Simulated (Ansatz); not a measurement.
**TiAs: do energies and stresses tell the same story?**

The calculation used DFT PBEsol, scalar-relativistic, plane waves, PAW (Ansatz 0.2.0).

Settings: cutoff 420 eV, Γ-centred mesh 12×12×8 on the computed 4-atom cell, Gaussian smearing of 0.10 eV; no spin polarisation.

Relaxed cell: P6_3/mmc, a = 3.604 Å, b = 3.604 Å, c = 6.078 Å, α = 90.00°, β = 90.00°, γ = 120.00°, 4 atoms in the primitive cell. Whether it is the stable form of this composition wasn't checked.

Energies at zero smearing and pressures from the stress tensor, at volumes with shape and atoms relaxed:
```csv
V (Å³/atom),E − E(first) (meV/atom),P (GPa)
16.063,0.00,8.66
16.575,-20.03,4.04
17.088,-26.26,0.00
17.600,-20.51,-3.46
18.113,-4.43,-6.44
```

Question: Check P = −dE/dV between neighbouring volumes, and get the bulk modulus from the pressures alone.

Answer: With 1 eV/Å³ = 160.2 GPa:
| middle V (Å³/atom) | −ΔE/ΔV (GPa) | mean P (GPa) |
| --- | --- | --- |
| 16.319 | 6.260 | 6.351 |
| 16.831 | 1.946 | 2.018 |
| 17.344 | -1.796 | -1.732 |
| 17.857 | -5.024 | -4.950 |

The two differ by 0.09 GPa at most. The mean of two end pressures misses the average over a step by about ΔV² P″/12, up to 0.05 GPa here; with that taken off 0.05 GPa remains. The stress is the derivative of the free energy, not of the energy at zero smearing, and with free energies 0.02 GPa remains. Around V = 17.088 Å³/atom, the two neighbours give B = −V ΔP/ΔV = 17.088 × 7.50 / 1.025 = 125.0 GPa, against B0 = 124.3 GPa from the Birch–Murnaghan fit of the energies.